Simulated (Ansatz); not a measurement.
SrTl (CsCl type, Pm-3m) under volume change, plane-wave PAW r²SCAN (Ansatz code), scaled uniformly.

```
V (Å³/atom)  E − E(relaxed) (meV/atom)  P (GPa)
-----------  -------------------------  -------
30.626                             [?]      [?]
31.635                            12.7     2.14
32.645                             3.0     0.98
33.655                             0.0     0.00
34.664                             [?]      [?]
35.674                            10.1    -1.52
36.684                            21.6    -2.11
```

Question: Fill in the missing entries.

Answer: 
- 30.626, E − E(relaxed) (meV/atom): 30.4
- 30.626, P (GPa): 3.51
- 34.664, E − E(relaxed) (meV/atom): 2.7
- 34.664, P (GPa): -0.82

Question: What does a third-order Birch–Murnaghan fit give for V₀, B₀ and B′?

Answer: V₀ = 33.66 Å³/atom, B₀ = 29.9 GPa, B′ = 4.7.

The workflow started from an entry of the Crystallography Open Database (COD). Whether it is the stable phase at ambient conditions was not checked. The r²SCAN relaxation kept the symmetry of its start; its stability against distortions is not shown here. Scalar-relativistic: spin–orbit coupling is off unless named, which matters more the heavier the elements.

Potentials: the later of the program's two PAW sets.
